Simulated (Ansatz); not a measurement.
Ansatz (a first-principles code) input:

Ansatz 0.2 input:
```yaml
crystal:
  lattice:
    - [5.4081458705, 0.0, 0.0]
    - [-2.7040729352, 4.6835917112, 0.0]
    - [0.0, 0.0, 3.1241361397]
  atoms:
    - { symbol: B, position: [0.3333333333, 0.6666666667, 0.0] }
    - { symbol: B, position: [0.6666666667, 0.3333333333, 0.0] }
    - { symbol: Y, position: [0.0, 0.0, 0.0] }
    - { symbol: Ir, position: [0.5, 0.5, 0.5] }
    - { symbol: Ir, position: [0.0, 0.5, 0.5] }
    - { symbol: Ir, position: [0.5, 0.0, 0.5] }
kpoints:
  mp_grid: { grid: [9, 9, 13] }
basis: { xc_grid: 2 }
hamiltonian:
  xc: pbesol
  pseudopotentials: { kind: paw }
scf:
  occupations: { method: gaussian, width: 0.05 }
checkpoint: { read: metal.run }
output: { write_density: true, elf: true, volumetric_format: npy }
```

Output (shortened):

```
Pseudopotential: B, paw, valence charge 3
Pseudopotential: Y, paw, valence charge 11
Pseudopotential: Ir, paw, valence charge 17
Functional definition: PBEsol
Crystal: 6 atoms, lattice volume = 79.133 Å³
Basis set: ecut = 420 eV, 1565 PW (Γ), exchange–correlation on 80×80×48 points (8 copies of the dense FFT grid, shifted against one another)
Bands: 41, of which v1, the nominal top of the filled ones, is band 34 counted from 1 (33 counted from 0)
Symmetry: 24 space group operations
Space group: P6/mmm (ITA 191), of the structure as read, at distance tolerance 4.3e-5 Å
k-points: 84 of 1053
Stability of the state it starts from, as read at its close in the unpolarized treatment …
iter 1 solved again at ethr=6.40e-8 eV; its pass at ethr=3.10e-3 eV (dr2=4.35e-5 eV) is discarded
SCF iter   1: F=—  HF=-39501.728277 eV  |F-HF|=—  |Δ(HF+E_count)|=         —  Δρ=4.29e-7  dr2=1.34e-10  ethr=6.40e-8  ⟨swp⟩=3.8  Hψ=20535  notcnv=0
preconditioner: auto → Kerker (q_TF=auto, 2.660 Å⁻¹)
SCF iter   2: F=-39501.728277 eV  HF=-39501.728277 eV  |F-HF|=4.37e-11  |Δ(HF+E_count)|=   6.08e-8  Δρ=2.14e-7  dr2=5.12e-11  ethr=1.00e-12  ⟨swp⟩=6.1  Hψ=12067  notcnv=0
SCF 1 converged in 2 iterations: F = -39501.728277 eV  dr2 = 5.12e-11
SCF converged after 2 iterations
Free energy (F): -39501.728277 eV
Harris-Foulkes:  -39501.728277 eV  (|F-HF|=4.37e-11)
Internal energy: -39501.725700 eV  (E = F + TS)
E sigma→0 (E₀):  -39501.726988 eV
Entropy (-TS):   -0.002577 eV (-0.430 meV/atom)
Fermi energy:    19.515123 eV
--- Per-component energies (eV) ---
  E_band       = -488.860567
  E_kinetic    = 2276.490587
  E_local      = -4945.457238  (includes V_loc(G=0)·N_el)
  E_nonlocal   = 301.673044
  E_hartree    = 1910.818721
  E_xc         = -1039.099670
  E_vxc        = -1178.680694  (∫ρ·V_xc dr)
  E_paw        = -30191.122179  (= ΣΔE_a)
  E_vpaw       = -764.523532  (= ΣTr[D̂ρ^β])
  E_aug_tail   = 0.000161  (compensation charges beyond the density's cutoff)
  E_ewald      = -7816.003174
  E_core_change = 0.974049  (= ΣΔE_core)
  E_smearing   = -0.002577  (= −TS)
  E_closure    =  0.000000  (closes the sum)
  Σ components = -39501.728277   (vs F -39501.728277, Δ=0.00e0)
  [band-id]    e_kinetic+e_local+e_nonlocal+2·e_hartree+e_vxc+e_vpaw+e_augmentation_tail = -488.860231   (vs E_band -488.860567, Δ=3.35e-4)
--- Band table (eV; the first three rows and the last of 84) ---
  k-point 0: bands = ["-72.8718", "-72.8354", "-72.8354", "-30.3587", "-29.8905", "-29.8905", "-29.7669", "-29.6949", "-29.6949", "-29.4846", "-29.4846", "-29.3361", "-22.7218", "-2.7630", "-2.7630", "-2.3897", "7.2379", "11.9127", "11.9127", "12.7358", …
  k-point 1: bands = ["-72.8716", "-72.8353", "-72.8353", "-30.3580", "-29.8899", "-29.8899", "-29.7729", "-29.7005", "-29.7005", "-29.4841", "-29.4841", "-29.3357", "-22.7152", "-2.7566", "-2.7566", "-2.4552", "7.3406", "11.9698", "12.0367", "12.0367", …
  k-point 2: bands = ["-72.8711", "-72.8348", "-72.8348", "-30.3562", "-29.8882", "-29.8882", "-29.7896", "-29.7160", "-29.7160", "-29.4828", "-29.4828", "-29.3347", "-22.6970", "-2.7389", "-2.7389", "-2.6328", "7.6391", "11.2344", "12.3911", "12.3911", …
  k-point 83: bands = ["-72.8507", "-72.8507", "-72.8326", "-30.0929", "-30.0929", "-29.8305", "-29.8305", "-29.8143", "-29.7911", "-29.5452", "-29.4289", "-29.4289", "-22.6086", "-3.4035", "-2.6414", "-2.6414", "10.5378", "10.5378", "12.1741", "12.1741", …
```

Cost: around 16 core-seconds (rough) on shared cores.

The workflow started from an entry of the Crystallography Open Database (COD); the relaxed space group is not among those it files for this formula. COD files the formula under space group No. 12, so this cell is another polymorph or a model. Its standing as an ambient phase is unchecked. The cell was relaxed with PBEsol under the symmetry of its start; whether a distortion lowers the energy is not shown. No spin polarisation was allowed. Scalar-relativistic: spin–orbit coupling is off unless named, which matters more the heavier the elements.

Potentials: the later of the program's two PAW sets.

Ansatz is a plane-wave DFT program.
